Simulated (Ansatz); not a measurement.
BeS:
```yaml
crystal:
  lattice:
    - [3.40624, 0.00000, 0.00000]
    - [-1.70312, 2.94989, 0.00000]
    - [0.00000, 0.00000, 7.71863]
  atoms:
    - { symbol: Be, position: [0.50000, 0.00000, 0.00000] }
    - { symbol: Be, position: [0.00000, 0.50000, 0.33333] }
    - { symbol: Be, position: [0.50000, 0.50000, 0.66667] }
    - { symbol: S, position: [0.50000, 0.00000, 0.50000] }
    - { symbol: S, position: [0.00000, 0.50000, 0.83333] }
    - { symbol: S, position: [0.50000, 0.50000, 0.16667] }
```

This is the PBE+D3(BJ)-relaxed structure.

Task: All from DFT-PBE+D3(BJ) in the program Ansatz with PAW potentials, unless another level is named. Estimate the formation energy from the elements (no fitted shifts).

Result: -793 meV/atom.

Task: What about the weight of the valence-edge state by species (Voronoi cells)?

Result: S 76 %, Be 24 %.

Task: And the weight of the conduction-edge state by species (Voronoi cells)?

Result: Be 57 %, S 43 %.

Space group P6_422. The start of the workflow was typed in or built on a structure type; neither database checked (COD, Materials Project) lists it. COD files the formula under space group No. 216, so this cell is another polymorph or a model. Its standing as an ambient phase is unchecked. The cell was relaxed with PBE+D3(BJ) under the symmetry of its start; its stability against distortions is not shown here. The references are the lowest solids computed at this level, not always the standard phases.

Potentials: the later of the program's two PAW sets.
